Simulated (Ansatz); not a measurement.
# BiW, a known structure type with other elements, at an estimated volume

```
CELL_PARAMETERS angstrom
5.39211 0.00000 0.00000
0.00000 6.52123 0.00000
0.03265 0.00000 5.66854
ATOMIC_POSITIONS crystal
W 0.00000 0.18200 0.25000
W 0.00000 0.81800 0.75000
Bi 0.50000 0.68000 0.25000
Bi 0.50000 0.32000 0.75000
```

Method: PBE, no spin polarisation; PAW, plane waves to 420 eV, 6×5×6 Γ-centred mesh, fermi-dirac occupations (width 0.1 eV) (Ansatz 0.2.0), atoms fixed.

Problem. What do density and ELF say about some of the short contacts?

Solution. Bi–Bi at 3.68 Å: least valence density 0.11 e/Å³ and ELF 0.29 there. W–W at 3.70 Å: least valence density 0.14 e/Å³ and ELF 0.68 there. W–Bi at 4.00 Å: least valence density 0.07 e/Å³ and ELF 0.29 there. These are pseudo-fields; inside the PAW spheres they differ from the all-electron ones.

Problem. Is the cell too large or too small?

Solution. The pressure is -13.7 GPa (compression positive), so with the atoms held at these fractions the cell would first shrink; the forces are large, so a full relaxation may end otherwise. The principal stresses -16.1, -13.9, -11.2 GPa differ, so its shape would change too.

Problem. Give the Bader charges.

Solution. Bader charges in e: Bi +0.04, W -0.04. In the mean Bi gives up most and W takes most.

Problem. Is there a gap?

Solution. It is a metal, with about 14 states/eV a cell as the mean within 0.25 eV of the Fermi level, mostly W d (85 %).

Origin: a known structure type with other elements, at an estimated volume, so it need not be a known compound. Caveats: many states at the Fermi level without spin polarisation, so a magnetic state may lie lower; atoms or cell far from equilibrium.
